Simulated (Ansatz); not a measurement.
Property card for Cs₂LiIrC₆N₆

Cs$_{2}$LiIrC$_{6}$N$_{6}$:
```
CELL_PARAMETERS angstrom
      0.00000     5.35960     5.35960
      5.35960     0.00000     5.35960
      5.35960     5.35960     0.00000
ATOMIC_POSITIONS crystal
  Cs 0.75000 0.75000 0.75000
  Cs 0.25000 0.25000 0.25000
  Li 0.50000 0.50000 0.50000
  Ir 0.00000 0.00000 0.00000
  C  0.81269 0.18731 0.18731
  C  0.18731 0.81269 0.81269
  C  0.18731 0.81269 0.18731
  C  0.81269 0.18731 0.81269
  C  0.18731 0.18731 0.81269
  C  0.81269 0.81269 0.18731
  N  0.29568 0.70432 0.70432
  N  0.70432 0.29568 0.29568
  N  0.70432 0.29568 0.70432
  N  0.29568 0.70432 0.29568
  N  0.70432 0.70432 0.29568
  N  0.29568 0.29568 0.70432
```

Space group Fm-3m (No. 225); conventional cell a = 10.7192 Å, b = 10.7192 Å, c = 10.7192 Å, α = 90.00°, β = 90.00°, γ = 90.00°.

Method: plane-wave PAW r²SCAN (Ansatz code). Geometry: relaxed at this level of theory. Other levels are named where they apply.

**Cell and energy**

| Quantity | Result |
|---|---|
| Volume per atom | 19.24 Å³ |
| Density | 3.35 g/cm³ |
| Formation energy from the elements (no fitted shifts) | -30 kJ/mol-atom |

**Electronic structure**

| Property | Result |
|---|---|
| Band gap | 5.92 eV (indirect) |
| Valence-band maximum | at X |
| Conduction-band minimum | on the Γ–X line, 38 % of the way from Γ (6 equivalent valleys) |
| Smallest direct gap on the standard path | 6.09 eV |
| Electron effective mass | 1.6 mₑ (isotropic) |
| Electron effective mass with spin–orbit coupling | 1.5 mₑ (isotropic) |
| Hole effective mass with spin–orbit coupling | 1.7, 3.8, 3.8 mₑ (principal values) |
| HSE06 gap on the r²SCAN cell | 6.67 eV |
| Gap with spin–orbit coupling | 5.71 eV |

**Mechanics**

| Item | Result |
|---|---|
| Bulk modulus (Birch–Murnaghan fit) | 27.8 GPa |
| Pressure derivative B′ | 6.7 |

The first step of the workflow began from a Materials Project structure, measured or hypothetical; the Crystallography Open Database files this formula in space group No. 225, but the cells were not matched. Its standing as an ambient phase is unchecked. The cell was relaxed with r²SCAN under the symmetry of its start; its stability against distortions is not shown here. No spin polarisation was allowed. The references are the lowest solids computed at this level, not always the standard phases (solids in place of the gases). Scalar-relativistic: spin–orbit coupling is off unless named, which matters more the heavier the elements.

Potentials: the later of the program's two PAW sets.
